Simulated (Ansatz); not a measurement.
**LiF with Cl replacing F: do the settings matter for the field gradients?**

Cell: a supercell of LiF (rock salt type, Fm-3m) built from an entry of the Crystallography Open Database (COD), with all atoms left at the host's positions.

```
Li Cl F
1.0
     0.00000    6.04200    6.04200
     6.04200    0.00000    6.04200
     6.04200    6.04200    0.00000
Li Cl F
27 1 26
Direct
  0.00000 0.00000 0.00000
  0.00000 0.00000 0.33333
  0.00000 0.00000 0.66667
  0.00000 0.33333 0.00000
  0.00000 0.33333 0.33333
  0.00000 0.33333 0.66667
  0.00000 0.66667 0.00000
  0.00000 0.66667 0.33333
  0.00000 0.66667 0.66667
  0.33333 0.00000 0.00000
  0.33333 0.00000 0.33333
  0.33333 0.00000 0.66667
  0.33333 0.33333 0.00000
  0.33333 0.33333 0.33333
  0.33333 0.33333 0.66667
  0.33333 0.66667 0.00000
  0.33333 0.66667 0.33333
  0.33333 0.66667 0.66667
  0.66667 0.00000 0.00000
  0.66667 0.00000 0.33333
  0.66667 0.00000 0.66667
  0.66667 0.33333 0.00000
  0.66667 0.33333 0.33333
  0.66667 0.33333 0.66667
  0.66667 0.66667 0.00000
  0.66667 0.66667 0.33333
  0.66667 0.66667 0.66667
  0.16667 0.16667 0.16667
  0.16667 0.16667 0.50000
  0.16667 0.16667 0.83333
  0.16667 0.50000 0.16667
  0.16667 0.50000 0.50000
  0.16667 0.50000 0.83333
  0.16667 0.83333 0.16667
  0.16667 0.83333 0.50000
  0.16667 0.83333 0.83333
  0.50000 0.16667 0.16667
  0.50000 0.16667 0.50000
  0.50000 0.16667 0.83333
  0.50000 0.50000 0.16667
  0.50000 0.50000 0.50000
  0.50000 0.50000 0.83333
  0.50000 0.83333 0.16667
  0.50000 0.83333 0.50000
  0.50000 0.83333 0.83333
  0.83333 0.16667 0.16667
  0.83333 0.16667 0.50000
  0.83333 0.16667 0.83333
  0.83333 0.50000 0.16667
  0.83333 0.50000 0.50000
  0.83333 0.50000 0.83333
  0.83333 0.83333 0.16667
  0.83333 0.83333 0.50000
  0.83333 0.83333 0.83333
```

Sites (sets of like atoms) are named by element and the number of their first atom in this list.

Reference run. Computed with Ansatz: DFT, PBE, plane waves and PAW, scalar-relativistic, 420 eV cutoff, Γ-centred 3×3×3 k-points, Fermi–Dirac smearing 0.01 eV.

(1) The input is changed as follows: `hamiltonian.xc`: pbe → r2scan; `basis.ecutrho_ratio`: not typed → 8. What happens to V_zz (10²¹ V/m²) and η?

Results:

(1) 

```csv
site,atom,V_zz reference,η reference,V_zz changed,η changed
Li2,2,0.054,0.00,0.056,0.00
Cl,28,0.00,–,0.00,–
F29,29,-0.28,0.06,-0.37,0.02
```

The largest change of V_zz is on F29, from -0.28 to -0.37. Other sites with |V_zz| of 0.02 or less aren't listed. The cutoff that the program takes moves with it, from 420 to 500 eV. SCF iterations: 6 and 7.

On the reference run: The defect repeats with the cell of 54 atoms, so it feels its images: sites between two images don't show the values beside a lone defect, and zeros or small values of η there can come from the images' arrangement. With these PAW files V_zz is typically within 2 to 3 % of all-electron values, but misses above 10 % occur on Li. The cell keeps the host's lattice, where the PBE pressure is 6 GPa. The neighbours have not yet relaxed around the defect (largest force 1.8 eV/Å), so a real crystal will differ.
